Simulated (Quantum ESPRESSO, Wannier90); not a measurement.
## Wannier functions of SnO (Pmn2₁)

```
CELL_PARAMETERS angstrom
      3.35500     0.00000     0.00000
      0.00000     5.67410     0.00000
      0.00000     0.00000     4.22197
ATOMIC_POSITIONS crystal
  Sn 0.00000 0.23191 0.51314
  Sn 0.50000 0.76809 0.01314
  O  0.00000 0.89125 0.73686
  O  0.50000 0.10875 0.23686
```

Materials Project entry mp-545552; symmetrised, unrelaxed at this level. Not found in the COD (Crystallography Open Database) copy used, which has the formula in other groups; not checked further. Level: PBEsol, no spin polarisation, no spin-orbit coupling; pw.x of Quantum ESPRESSO at 68 Ry with PseudoDojo potentials, 4×6×4 k-points, Wannier90. Density: 10×6×8 mesh, cold smearing 0.01 Ry. The cell is built of weakly bound layers, chains or molecules, whose nearest atoms lie 3.86 Å apart. Database cells relaxed without dispersion often hold them too far apart, which can enlarge gaps and weakens couplings between them; spacing and stacking were not compared with the measured crystal. Spin-orbit coupling is left out although heavy elements are present.

Functional, cutoff and mesh named above are those of the base row (1); the first column says what each row takes instead. Model: 10 functions from bands 11-20, start SCDM (isolated) (the valence bands). Energies are relative to the valence-band maximum; the misfit is to pw.x on a path, for all bands of the set. The lattice is scaled uniformly, fractional positions fixed. Ω_total can sit in another minimum from row to row; Ω_I of an isolated set cannot.

| scale | Ω_I (Å²) | Ω_total (Å²) | rms misfit (meV) | gap (eV) | bottom of band 11 (eV) |
|---|---|---|---|---|---|
| 0.97 | 12.34 | 13.60 | 18 | 1.17 | -19.52 |
| 0.985 | 12.12 | 13.37 | 16 | 1.24 | -19.07 |
| 1 | 11.97 | 13.20 | 14 | 1.29 | -18.64 |
| 1.015 | 11.88 | 13.10 | 12 | 1.35 | -18.23 |
| 1.03 | 11.84 | 13.05 | 11 | 1.40 | -17.86 |
